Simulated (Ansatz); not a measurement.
Input for Ansatz (plane-wave DFT, PAW):

```yaml
crystal:
  lattice:
    - [4.3596954529, 0.0, 0.0]
    - [0.0, 5.1746766675, 0.0]
    - [0.0, 0.0, 2.9251901803]
  atoms:
    - { symbol: Fe, position: [0.0, 0.0, 0.0] }
    - { symbol: Fe, position: [0.5, 0.5, 0.5] }
    - { symbol: B, position: [0.2513362569, 0.3118032458, 0.0] }
    - { symbol: B, position: [0.7486637431, 0.6881967542, 0.0] }
    - { symbol: B, position: [0.7513362569, 0.1881967542, 0.5] }
    - { symbol: B, position: [0.2486637431, 0.8118032458, 0.5] }
    - { symbol: B, position: [0.3385027467, 0.125545723, 0.5] }
    - { symbol: B, position: [0.6614972533, 0.874454277, 0.5] }
    - { symbol: B, position: [0.8385027467, 0.374454277, 0.0] }
    - { symbol: B, position: [0.1614972533, 0.625545723, 0.0] }
basis:
  ecutwfc: 420
kpoints:
  mp_grid: { grid: [8, 8, 12] }
hamiltonian:
  xc: pbesol
scf:
  occupations: { method: gaussian, width: 0.1 }
output:
  forces: true
  stress: true
  eigenvalues: true
relax:
  adjacent_minimum: "off"
  f_tol: 0.01
  max_steps: 30
  cell: { stress_tol: 0.1, fix: [volume] }
```

Run as
```bash
ansatz run input.yaml --threads 2 --pin off --max-ram 5120MiB --backend cpu --events-out ev --progress --plain --runs-dir out
```

All numbers below come from DFT PBEsol, scalar-relativistic, plane waves, PAW in Ansatz.

Abridged output:

```
Pseudopotentials: kind: paw
Pseudopotential: Fe, paw, valence charge 16, recommended cutoff 420 eV (normal)
Pseudopotential: B, paw, valence charge 3, recommended cutoff 420 eV (normal)
Functional definition: PBEsol
Crystal: 10 atoms, lattice volume = 65.992 Å³
Basis set: ecut = 420 eV, 1291 PW (Γ), exchange–correlation on 60×72×40 points (8 copies of the dense FFT grid, shifted against one another)
Bands: 38, of which v1, the nominal top of the filled ones, is band 28 counted from 1 (27 counted from 0)
Symmetry: 8 space group operations
Space group: Pnnm (ITA 58), of the structure as read, at distance tolerance 4.0e-5 Å
k-points: 175 of 768
Initial density: superposition of atomic densities (neutral atoms: chi_scale 0, normalization atom), corrected by the library's trained network
Initial wavefunctions: pseudopotential atomic-orbital guess
Functional: x = pbesol(κ = 0.804, μ = 0.12345679), c = pbesol(β = 0.046)
SCF iter   1: F=—  HF=-10121.175533 eV  |F-HF|=—  |Δ(HF+E_count)|=         —  Δρ=2.67e-2  dr2=3.25e-1  ethr=1.77e-3  ⟨swp⟩=5.7  Hψ=27799  notcnv=0  defer=107
SCF iter   2: F=—  HF=-10121.115714 eV  |F-HF|=—  |Δ(HF+E_count)|=   5.98e-2  Δρ=1.25e-2  dr2=1.01e-1  ethr=5.81e-4  ⟨swp⟩=1.9  Hψ=8514  notcnv=0  defer=307
SCF iter   3: F=—  HF=-10121.091988 eV  |F-HF|=—  |Δ(HF+E_count)|=   2.37e-2  Δρ=2.29e-3  dr2=5.36e-3  ethr=1.81e-4  ⟨swp⟩=2.3  Hψ=9363  notcnv=0  defer=307
SCF iter   4: F=—  HF=-10121.090981 eV  |F-HF|=—  |Δ(HF+E_count)|=   1.01e-3  Δρ=5.94e-4  dr2=1.47e-4  ethr=9.57e-6  ⟨swp⟩=2.6  Hψ=9340  notcnv=0  defer=307
SCF iter   5: F=—  HF=-10121.090962 eV  |F-HF|=—  |Δ(HF+E_count)|=   1.84e-5  Δρ=1.47e-4  dr2=9.19e-6  ethr=2.63e-7  ⟨swp⟩=2.7  Hψ=10428  notcnv=0  defer=307
SCF iter   6: F=—  HF=-10121.090972 eV  |F-HF|=—  |Δ(HF+E_count)|=   9.86e-6  Δρ=2.89e-5  dr2=2.57e-7  ethr=1.64e-8  ⟨swp⟩=2.4  Hψ=9806  notcnv=0  defer=307
SCF iter   7: F=—  HF=-10121.090972 eV  |F-HF|=—  |Δ(HF+E_count)|=   1.24e-7  Δρ=1.57e-5  dr2=1.07e-7  ethr=1.79e-10  ⟨swp⟩=9.4  Hψ=29702  notcnv=0
SCF iter   8: F=-10121.090972 eV  HF=-10121.090972 eV  |F-HF|=4.27e-9  |Δ(HF+E_count)|=   4.85e-9  Δρ=4.63e-6  dr2=7.15e-9  ethr=1.79e-10  ⟨swp⟩=4.0  Hψ=19079  notcnv=0
SCF 1 converged in 8 iterations: F = -10121.090972 eV  dr2 = 7.15e-9
relax step   1: F+E_penalty+E_count = -10121.09097240 eV  Δ(F+E_penalty+E_count) = +0.000e0 eV  max|allowed force component| = 5.860e-2 eV/Å  Δτ_max = 0.0000 Å  P = +20.417 GPa  Ω = 65.992 Å³  fix = [volume]  reactions: volume +20.417 GPa (8 SCF iters, dr2 threshold 1.00e-7 eV, accepted)
Initial density: handed on by an earlier stage of this run
Initial wavefunctions: those handed on with the density
SCF iter   1: F=—  HF=-10121.094010 eV  |F-HF|=—  |Δ(HF+E_count)|=         —  Δρ=6.39e-4  dr2=1.86e-4  ethr=2.98e-7  ⟨swp⟩=2.6  Hψ=30530  notcnv=0
SCF iter   2: F=—  HF=-10121.093996 eV  |F-HF|=—  |Δ(HF+E_count)|=   1.38e-5  Δρ=3.60e-4  dr2=6.26e-5  ethr=2.98e-7  ⟨swp⟩=1.0  Hψ=6650  notcnv=0
SCF iter   3: F=—  HF=-10121.093977 eV  |F-HF|=—  |Δ(HF+E_count)|=   1.90e-5  Δρ=4.22e-5  dr2=1.26e-6  ethr=1.12e-7  ⟨swp⟩=2.3  Hψ=10149  notcnv=0
SCF iter   4: F=-10121.093977 eV  HF=-10121.093977 eV  |F-HF|=8.33e-8  |Δ(HF+E_count)|=   3.08e-7  Δρ=1.79e-5  dr2=1.96e-7  ethr=2.25e-9  ⟨swp⟩=2.5  Hψ=11126  notcnv=0
SCF iter   5: F=-10121.093977 eV  HF=-10121.093977 eV  |F-HF|=2.02e-10  |Δ(HF+E_count)|=   1.80e-8  Δρ=3.74e-6  dr2=8.75e-9  ethr=3.51e-10  ⟨swp⟩=2.3  Hψ=10220  notcnv=0
SCF iter   6: F=-10121.093977 eV  HF=-10121.093977 eV  |F-HF|=2.62e-10  |Δ(HF+E_count)|=   1.37e-9  Δρ=1.26e-6  dr2=8.51e-10  ethr=1.56e-11  ⟨swp⟩=1.5  Hψ=19448  notcnv=0
SCF 2 converged in 6 iterations: F = -10121.093977 eV  dr2 = 8.51e-10
relax step   2: F+E_penalty+E_count = -10121.09397659 eV  Δ(F+E_penalty+E_count) = -3.004e-3 eV  max|allowed force component| = 3.155e-2 eV/Å  Δτ_max = 0.0016 Å  P = +20.104 GPa  Ω = 65.992 Å³  fix = [volume]  reactions: volume +20.104 GPa (6 SCF iters, dr2 threshold 1.00e-6 eV, accepted)
SCF iter   1: F=—  HF=-10121.095457 eV  |F-HF|=—  |Δ(HF+E_count)|=         —  Δρ=7.48e-4  dr2=2.39e-4  ethr=3.98e-7  ⟨swp⟩=2.3  Hψ=30463  notcnv=0
SCF iter   2: F=—  HF=-10121.095423 eV  |F-HF|=—  |Δ(HF+E_count)|=   3.34e-5  Δρ=4.39e-4  dr2=9.02e-5  ethr=3.98e-7  ⟨swp⟩=1.0  Hψ=6650  notcnv=0
SCF iter   3: F=—  HF=-10121.095389 eV  |F-HF|=—  |Δ(HF+E_count)|=   3.46e-5  Δρ=4.37e-5  dr2=1.35e-6  ethr=1.61e-7  ⟨swp⟩=2.3  Hψ=9430  notcnv=0
SCF iter   4: F=-10121.095388 eV  HF=-10121.095388 eV  |F-HF|=5.21e-8  |Δ(HF+E_count)|=   4.03e-7  Δρ=1.89e-5  dr2=2.08e-7  ethr=2.40e-9  ⟨swp⟩=2.3  Hψ=10397  notcnv=0
SCF iter   5: F=-10121.095388 eV  HF=-10121.095388 eV  |F-HF|=2.13e-9  |Δ(HF+E_count)|=   1.43e-8  Δρ=5.56e-6  dr2=1.27e-8  ethr=3.72e-10  ⟨swp⟩=2.4  Hψ=10036  notcnv=0
SCF iter   6: F=-10121.095388 eV  HF=-10121.095388 eV  |F-HF|=5.49e-10  |Δ(HF+E_count)|=  4.22e-10  Δρ=1.66e-6  dr2=1.43e-9  ethr=2.27e-11  ⟨swp⟩=1.6  Hψ=21104  notcnv=0
SCF 3 converged in 6 iterations: F = -10121.095388 eV  dr2 = 1.43e-9
relax step   3: F+E_penalty+E_count = -10121.09538819 eV  Δ(F+E_penalty+E_count) = -1.412e-3 eV  max|allowed force component| = 2.823e-2 eV/Å  Δτ_max = 0.0027 Å  P = +19.763 GPa  Ω = 65.992 Å³  fix = [volume]  reactions: volume +19.763 GPa (6 SCF iters, dr2 threshold 1.00e-6 eV, accepted)
SCF iter   1: F=—  HF=-10121.095523 eV  |F-HF|=—  |Δ(HF+E_count)|=         —  Δρ=2.89e-4  dr2=4.08e-5  ethr=7.36e-8  ⟨swp⟩=2.6  Hψ=28733  notcnv=0
SCF iter   2: F=—  HF=-10121.095532 eV  |F-HF|=—  |Δ(HF+E_count)|=   9.10e-6  Δρ=1.67e-4  dr2=1.53e-5  ethr=7.28e-8  ⟨swp⟩=1.0  Hψ=6650  notcnv=0
SCF iter   3: F=—  HF=-10121.095526 eV  |F-HF|=—  |Δ(HF+E_count)|=   5.54e-6  Δρ=1.64e-5  dr2=2.00e-7  ethr=2.73e-8  ⟨swp⟩=2.0  Hψ=9233  notcnv=0
SCF iter   4: F=-10121.095526 eV  HF=-10121.095526 eV  |F-HF|=3.25e-9  |Δ(HF+E_count)|=   4.40e-8  Δρ=6.55e-6  dr2=1.83e-8  ethr=3.57e-10  ⟨swp⟩=2.6  Hψ=10002  notcnv=0
SCF iter   5: F=-10121.095526 eV  HF=-10121.095526 eV  |F-HF|=6.22e-10  |Δ(HF+E_count)|=  9.37e-10  Δρ=1.51e-6  dr2=1.66e-9  ethr=3.28e-11  ⟨swp⟩=2.2  Hψ=10161  notcnv=0
SCF iter   6: F=-10121.095526 eV  HF=-10121.095526 eV  |F-HF|=2.18e-11  |Δ(HF+E_count)|=  7.82e-11  Δρ=4.48e-7  dr2=1.30e-10  ethr=2.97e-12  ⟨swp⟩=2.4  Hψ=20381  notcnv=0
SCF 4 converged in 6 iterations: F = -10121.095526 eV  dr2 = 1.30e-10
relax step   4: F+E_penalty+E_count = -10121.09552634 eV  Δ(F+E_penalty+E_count) = -1.381e-4 eV  max|allowed force component| = 1.234e-2 eV/Å  Δτ_max = 0.0016 Å  P = +19.712 GPa  Ω = 65.992 Å³  energy of the carried Pulay correction = -2.345e-17 eV  fix = [volume]  reactions: volume +19.712 GPa (6 SCF iters, dr2 threshold 4.98e-8 eV, accepted)
SCF iter   1: F=—  HF=-10121.095543 eV  |F-HF|=—  |Δ(HF+E_count)|=         —  Δρ=1.89e-4  dr2=2.46e-5  ethr=4.43e-8  ⟨swp⟩=2.8  Hψ=29127  notcnv=0
SCF iter   2: F=—  HF=-10121.095558 eV  |F-HF|=—  |Δ(HF+E_count)|=   1.55e-5  Δρ=1.08e-4  dr2=9.20e-6  ethr=4.40e-8  ⟨swp⟩=1.0  Hψ=6650  notcnv=0
SCF iter   3: F=—  HF=-10121.095554 eV  |F-HF|=—  |Δ(HF+E_count)|=   3.79e-6  Δρ=1.28e-5  dr2=1.48e-7  ethr=1.64e-8  ⟨swp⟩=2.2  Hψ=9389  notcnv=0
SCF iter   4: F=-10121.095554 eV  HF=-10121.095554 eV  |F-HF|=1.55e-9  |Δ(HF+E_count)|=   2.79e-8  Δρ=4.76e-6  dr2=7.54e-9  ethr=2.64e-10  ⟨swp⟩=2.5  Hψ=9902  notcnv=0
SCF iter   5: F=-10121.095554 eV  HF=-10121.095554 eV  |F-HF|=3.13e-10  |Δ(HF+E_count)|=  3.22e-10  Δρ=9.91e-7  dr2=5.64e-10  ethr=1.35e-11  ⟨swp⟩=2.7  Hψ=11365  notcnv=0
SCF iter   6: F=-10121.095554 eV  HF=-10121.095554 eV  |F-HF|=1.27e-11  |Δ(HF+E_count)|=  6.55e-11  Δρ=2.76e-7  dr2=5.10e-11  ethr=1.01e-12  ⟨swp⟩=2.5  Hψ=20901  notcnv=0
SCF 5 converged in 6 iterations: F = -10121.095554 eV  dr2 = 5.10e-11
relax step   5: F+E_penalty+E_count = -10121.09555422 eV  Δ(F+E_penalty+E_count) = -2.788e-5 eV  max|allowed force component| = 1.900e-3 eV/Å  Δτ_max = 0.0010 Å  P = +19.711 GPa  Ω = 65.992 Å³  energy of the carried Pulay correction = +4.689e-17 eV  fix = [volume]  reactions: volume +19.711 GPa (6 SCF iters, dr2 threshold 9.51e-9 eV, accepted)
Initial wavefunctions: pseudopotential atomic-orbital guess (no wavefunctions were taken with the density)
SCF iter   1: F=—  HF=-10121.095667 eV  |F-HF|=—  |Δ(HF+E_count)|=         —  Δρ=2.10e-5  dr2=3.21e-8  ethr=1.87e-7  ⟨swp⟩=3.0  Hψ=44631  notcnv=0
SCF iter   2: F=—  HF=-10121.095683 eV  |F-HF|=—  |Δ(HF+E_count)|=   1.61e-5  Δρ=1.13e-5  dr2=9.53e-9  ethr=5.73e-11  ⟨swp⟩=2.3  Hψ=11878  notcnv=0
SCF iter   3: F=-10121.095683 eV  HF=-10121.095683 eV  |F-HF|=4.09e-10  |Δ(HF+E_count)|=   1.45e-8  Δρ=9.27e-7  dr2=3.56e-10  ethr=1.70e-11  ⟨swp⟩=1.0  Hψ=6677  notcnv=0
SCF iter   4: F=-10121.095683 eV  HF=-10121.095683 eV  |F-HF|=2.55e-11  |Δ(HF+E_count)|=  2.55e-11  Δρ=3.11e-7  dr2=3.30e-11  ethr=1.00e-12  ⟨swp⟩=1.9  Hψ=7238  notcnv=0
SCF iter   5: F=-10121.095683 eV  HF=-10121.095683 eV  |F-HF|=3.64e-12  |Δ(HF+E_count)|=    0.00e0  Δρ=6.12e-8  dr2=1.34e-12  ethr=1.00e-12  ⟨swp⟩=1.0  Hψ=6650  notcnv=0
SCF iter   6: F=-10121.095683 eV  HF=-10121.095683 eV  |F-HF|=0.00e0  |Δ(HF+E_count)|=    0.00e0  Δρ=9.93e-9  dr2=7.48e-14  ethr=1.00e-12  ⟨swp⟩=1.0  Hψ=6650  notcnv=0
SCF iter   7: F=-10121.095683 eV  HF=-10121.095683 eV  |F-HF|=3.64e-12  |Δ(HF+E_count)|=  1.82e-12  Δρ=2.88e-9  dr2=6.07e-15  ethr=1.00e-12  ⟨swp⟩=1.9  Hψ=15298  notcnv=0
SCF 6 converged in 7 iterations: F = -10121.095683 eV  dr2 = 6.07e-15
SCF converged after 7 iterations
Free energy (F): -10121.095683 eV
Harris-Foulkes:  -10121.095683 eV  (|F-HF|=3.64e-12)
Internal energy: -10121.079563 eV  (E = F + TS)
E sigma→0 (E₀):  -10121.087623 eV
Entropy (-TS):   -0.016121 eV (-1.612 meV/atom)
Fermi energy:    16.164137 eV
--- Per-component energies (eV) ---
  E_band       = -344.038838
  E_kinetic    = 1135.310356
  E_local      = -5630.687358  (includes V_loc(G=0)·N_el)
  E_nonlocal   = 514.484521
  E_hartree    = 2434.652421
  E_xc         = -506.000847
  E_vxc        = -628.608209  (∫ρ·V_xc dr)
  E_paw        = -3266.278045  (= ΣΔE_a)
  E_vpaw       = -603.844527  (= ΣTr[D̂ρ^β])
  E_aug_tail   = 0.001536  (compensation charges beyond the density's cutoff)
  E_ewald      = -4803.038237
  E_core_change = 0.476091  (= ΣΔE_core)
  E_smearing   = -0.016121  (= −TS)
--- Forces (eV/Å), atoms counted from 1 ---
  atom   1  Fe     0.00000000     0.00000000     0.00000000
  atom   2  Fe     0.00000000     0.00000000     0.00000000
  atom   3  B      0.00127285    -0.00199664     0.00000000
  atom   4  B     -0.00127285     0.00199664     0.00000000
  atom   5  B      0.00127285     0.00199664     0.00000000
  atom   6  B     -0.00127285    -0.00199664     0.00000000
  atom   7  B     -0.00025854     0.00115889     0.00000000
  atom   8  B      0.00025854    -0.00115889     0.00000000
  atom   9  B     -0.00025854    -0.00115889     0.00000000
  atom  10  B      0.00025854     0.00115889     0.00000000
--- Stress (GPa, compression-positive) ---
       19.672103       0.000000       0.000000
        0.000000      19.768873       0.000000
        0.000000       0.000000      19.697465
  P = ⅓ Tr σ = 19.7128 GPa (197.128 kbar)
--- Band table (eV; the first three rows and the last of 175) ---
  k-point 0: bands = ["-71.4011", "-71.4007", "-37.9540", "-37.9477", "-37.6681", "-37.6646", "-37.3590", "-37.3565", "-0.3165", "3.5008", "3.9984", "6.1914", "6.3827", "7.7025", "9.4765", "9.6752", "9.9208", "10.6533", "11.4195", "11.4598", "11.6139", "12.4504", "12.7061", "13.5240", "14.0013", "14.0290", "14.9456", "16.1649", "17.1367", "17.6862", "18.6217", "19.2649", "19.4665", "19.6752", "19.7215", "21.5898", "22.0474", "22.7387"]
  k-point 1: bands = ["-71.4008", "-71.4005", "-37.9535", "-37.9474", "-37.6676", "-37.6642", "-37.3631", "-37.3606", "-0.2161", "3.5816", "4.0752", "6.2348", "6.5035", "7.7624", "9.3802", "9.7300", "9.9661", "10.5752", "10.6570", "11.2111", "11.6400", "12.5957", "12.9737", "13.3712", "13.8135", "13.9344", "14.9919", "16.3462", "16.9737", "17.6693", "18.1920", "18.8570", "18.8761", "19.7570", "20.2932", "22.4586", "22.5068", "22.8371"]
  k-point 2: bands = ["-71.4000", "-71.3997", "-37.9522", "-37.9467", "-37.6663", "-37.6632", "-37.3741", "-37.3719", "0.0828", "3.8116", "4.3052", "6.3630", "6.8576", "7.9321", "9.1278", "9.2454", "9.8882", "10.0684", "10.5497", "10.6003", "11.6734", "12.2445", "13.0228", "13.4120", "13.4758", "13.6751", "15.0987", "16.5274", "16.6942", "17.6146", "17.8614", "18.1662", "18.2068", "19.6225", "20.7874", "23.0716", "23.7005", "23.7509"]
  k-point 174: bands = ["-71.3967", "-71.3967", "-37.9452", "-37.9452", "-37.6602", "-37.6602", "-37.4184", "-37.4184", "4.0516", "4.0516", "5.9190", "5.9190", "6.2206", "6.2206", "6.2995", "6.2995", "10.4045", "10.4045", "11.1127", "11.1127", "12.1283", "12.1283", "12.4114", "12.4114", "13.4475", "13.4475", "15.3464", "15.3464", "15.7181", "15.7181", "19.2849", "19.2849", "19.5800", "19.5800", "21.5913", "21.5913", "22.0346", "22.0346"]
--- Relaxed structure (5 steps of the walk, 5 accepted, 1 SCFs on fresh bases) ---
  F+E_penalty+E_count = -10121.09568324 eV   max|allowed force component| = 1.997e-3 eV/Å   (the final SCF, on the basis selected at the relaxed cell)
  cell:  # Å, volume = 65.9923 Å³
    - [4.34677422, 0.0, 0.0]
    - [0.0, 5.19799540, 0.0]
    - [0.0, 0.0, 2.92072389]
  atoms:
    - { symbol: Fe, position: [0.0, 0.0, 0.0] }
    - { symbol: Fe, position: [0.49999999, 0.5, 0.49999999] }
    - { symbol: B, position: [0.25217514, 0.31106243, 0.0] }
    - { symbol: B, position: [0.74782485, 0.68893756, 0.0] }
    - { symbol: B, position: [0.75217514, 0.18893756, 0.49999999] }
    - { symbol: B, position: [0.24782485, 0.81106243, 0.49999999] }
    - { symbol: B, position: [0.33893669, 0.12445895, 0.49999999] }
    - { symbol: B, position: [0.66106330, 0.87554104, 0.49999999] }
    - { symbol: B, position: [0.83893669, 0.37554104, 0.0] }
    - { symbol: B, position: [0.16106330, 0.62445895, 0.0] }
```

The relaxation met its thresholds.

Time: 72 s on 2 threads of Arm Neoverse V2, on a shared host, peak memory 0.6 GiB.

Spin polarisation was left out, and a magnetic state may lie lower.